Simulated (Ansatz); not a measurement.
## What moves the field gradients of SnO?

Cell of run 1: a measured structure from the Crystallography Open Database (COD), atoms as given.

```
Sn O
1.0
     3.79860    0.00000    0.00000
     0.00000    3.79860    0.00000
     0.00000    0.00000    4.84080
Sn O
2 2
Direct
  0.50000 0.00000 0.23690
  0.00000 0.50000 0.76310
  0.00000 0.00000 0.00000
  0.50000 0.50000 0.00000
```

Atoms are numbered from 1 in the order listed; like atoms form one site, named after its first atom.

Relaxed positions (PBE, cell held):

```
CELL_PARAMETERS angstrom
3.79860 0.00000 0.00000
0.00000 3.79860 0.00000
0.00000 0.00000 4.84080
ATOMIC_POSITIONS crystal
Sn 0.50000 0.00000 0.24228
Sn 0.00000 0.50000 0.75772
O 0.00000 0.00000 0.00000
O 0.50000 0.50000 0.00000
```

All runs are DFT with Ansatz 0.2.0 (plane waves and PAW, scalar-relativistic unless spin–orbit coupling is named, Γ-centred meshes, Fermi–Dirac smearing where given) in this cell.

Run 1: PBE, atoms as given; 420 eV, 12×12×10 k-points, smearing 0.05 eV.
Run 2: PBE, atoms relaxed; 420 eV, 12×12×10 k-points, smearing 0.05 eV.
Run 3: r2SCAN, at the relaxed atoms; 500 eV, 12×12×10 k-points, smearing 0.05 eV.
Run 4: PBE with spin–orbit coupling, at the relaxed atoms; 420 eV, 12×12×10 k-points, smearing 0.05 eV.
Run 5: LDA, at the relaxed atoms; 420 eV, 12×12×10 k-points, smearing 0.05 eV.
Run 6: PBEsol, at the relaxed atoms; 420 eV, 12×12×10 k-points, smearing 0.05 eV.

| run | Sn V_zz (η) | O V_zz (η) |
| --- | --- | --- |
| 1 | -17.61 (0.00) | 0.11 (0.00) |
| 2 | -17.72 (0.00) | 0.68 (0.00) |
| 3 | -19.12 (0.00) | 0.73 (0.00) |
| 4 | -17.80 (0.00) | 0.68 (0.00) |
| 5 | -17.20 (0.00) | 0.66 (0.00) |
| 6 | ? | ? |

V_zz in 10²¹ V/m².

Task: Estimate the row of run 6.

Result: Sn: -17.20 (0.00); O: 0.66 (0.00). It lies nearest to run 5, from whose tensors on these sites it differs by 0.01 at most (largest principal value of the difference). Taken one at a time, the functional (between the two that differ most) moves the tensors on these sites by up to 1.92 (largest principal value of the change, on Sn), the positions of the atoms (as given or relaxed) by 0.57 (O), spin–orbit coupling by 0.08 (Sn).

Semilocal functionals make gaps too small and can close them, so the real compound need not be a metal. With these PAW files V_zz is typically within 2 to 3 % of all-electron values, but misses above 10 % occur on Sn. In runs 1, 2, 3, 4, 5, 6 there is no gap above 0.1 eV, so the gradients can move by 10 % or more with the k-mesh. In runs 1, 3, 5, 6 the atoms aren't at the calculated equilibrium (largest force 0.50, 0.52, 0.59, 0.28 eV/Å).
